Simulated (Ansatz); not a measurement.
CsHgCl₃ (cubic perovskite)

```xyz
5
Lattice="5.3251 0.0000 0.0000 0.0000 5.3251 0.0000 0.0000 0.0000 5.3251" Properties=species:S:1:pos:R:3 pbc="T T T"
Cs     0.0000     0.0000     0.0000
Hg     2.6626     2.6626     2.6626
Cl     0.0000     2.6626     2.6626
Cl     2.6626     0.0000     2.6626
Cl     2.6626     2.6626     0.0000
```

This relaxed cell (volume V₀) is scaled evenly in all directions, its shape held. Symmetry pins the atoms to their sites.

The numbers are results of r2SCAN (plane waves to 500 eV, PAW, scalar-relativistic; Ansatz, an electronic-structure program), not measurements. k mesh 9×9×9 (Γ-centred), Fermi-Dirac smearing 0.05 eV. Energies are smeared free energies. Compression counts positive. At this level the bands of CsHgCl3 touch or barely overlap. CsHgCl3 was relaxed with its symmetry unable to fall. Spin-orbit coupling is left out, though Hg is heavy. ΔE is measured from the relaxed starting cell. The last digit holds for this mesh only.

```tsv
V (Å³/atom)	ΔE (meV/atom)
27.181	39.5
27.936	21.0
28.691	8.8
29.446	2.1
30.201	0.0
30.956	1.9
31.711	7.3
32.466	withheld
33.221	26.4
```

Problem. Fit a third-order Birch-Murnaghan form (E₀, V₀, B₀, B₀′ free) to the given rows and predict ΔE at V = 32.466.

Solution. Least squares on the 8 given rows: ΔE = E₀ + (9V₀B₀/16)·y²·[2 + (B₀′ − 4)y], y = (V₀/V)^(2/3) − 1, with V₀ = 30.196 Å³/atom, B₀ = 33.92 GPa (160.2 GPa = 1 eV/Å³; the term in eV is multiplied by 1000), B₀′ = 5.12, E₀ = 0.00 meV/atom; root-mean-square residual 0.02 meV/atom. At 32.466 the fit gives 15.6 meV/atom; the calculation gives 15.6 meV/atom, the same to the digits shown. For the pressure the fit gives -2.0 GPa against the computed -2.0 GPa.

(Under strain, the slope of the energy per volume gives the stress and its curvature an elastic modulus.)
